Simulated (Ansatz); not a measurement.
**BiTe: moving Bi off its site**

BiTe, Fm-3m, a = 6.470 Å (as given, not relaxed at this level: -1.7 GPa). The structure is a COD entry; whether it is the stable form wasn't checked. Ansatz: PBEsol, PAW, 420 eV, Γ-centred 14×14×14 mesh on 2 atoms, Gaussian smearing 0.15 eV; no spin polarisation.

```
CELL_PARAMETERS angstrom
0.00000 3.23500 3.23500
3.23500 0.00000 3.23500
3.23500 3.23500 0.00000
ATOMIC_POSITIONS crystal
Bi 0.00000 0.00000 0.00000
Te 0.50000 0.50000 0.50000
```

Atom 1 (Bi) moves by x along the unit vector (1.000, 0.000, 0.000), with its periodic images; all else is held. y is the free energy of the cell over the start, F the force along the path summed over the moved atoms. Symmetry makes y even in x.

| x (Å) | y (meV) | F (eV/Å) |
| --- | --- | --- |
| -0.200 | ? | ? |
| -0.100 | 11.44 | 0.23 |
| 0.000 | 0.00 | 0.00 |
| 0.025 | 0.70 | -0.06 |
| 0.050 | 2.83 | -0.11 |
| 0.075 | 6.39 | -0.17 |
| 0.125 | 18.02 | -0.29 |
| 0.150 | 26.20 | -0.36 |
| 0.175 | 36.05 | -0.43 |

Problem. Fit y = c2 x² + c4 x⁴ to the energies of the other rows, give the force constant, and predict energy and force of the missing row.

Solution. Least squares on the rows shown. y = 1128.1 x² + 1604.0 x⁴. The force constant is 2 c2 = 2.26 eV/Å² (for all images moving together, not for a lone atom). With two atoms in a cubic cell this is the optical mode at Γ (in a metal it hangs on mesh and smearing): ω = 521.5 √(2 c2/μ) = 88 cm⁻¹ for μ = 79.23 u. The force −dy/dx at the missing row is 0.50 eV/Å (computed 0.50). At x = -0.200 the fit asked for gives 47.69 meV. The run gave 47.66 meV, so the fit is 0.03 meV too high, a small miss on the scale of the series.

Spin–orbit coupling is left out, which can shift energies with elements as heavy as these.